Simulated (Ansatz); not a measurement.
## Al3CoNi2 (P4/mmm) at 2 levels of theory

One geometry, relaxed with PBE; plane waves with PAW potentials in Ansatz, scalar-relativistic. No spin polarisation. Gaps are the least over mesh and band path; pressure is positive in compression.

```xyz
6
Lattice="2.8524 0.0000 0.0000 0.0000 2.8524 0.0000 0.0000 0.0000 8.8099" Properties=species:S:1:pos:R:3 pbc="T T T"
Al    1.4262    1.4262    7.3673
Al    1.4262    1.4262    1.4426
Al    1.4262    1.4262    4.4050
Co    0.0000    0.0000    0.0000
Ni    0.0000    0.0000    5.8921
Ni    0.0000    0.0000    2.9179
```

```json
{"level": "PBE", "cutoff (eV)": "420", "k mesh": "14×14×4", "gap (eV)": "0", "pressure (GPa)": "0.0"}
```

Q: What comes out on the same cell with LDA?

A:
```json
{"level": "LDA", "cutoff (eV)": "420", "k mesh": "14×14×4", "gap (eV)": "0", "pressure (GPa)": "-10.6"}
```

Spin polarisation was left out, and a magnetic state may lie lower.

The structure comes from a generated guess; another structure or a mixture of phases may lie lower.
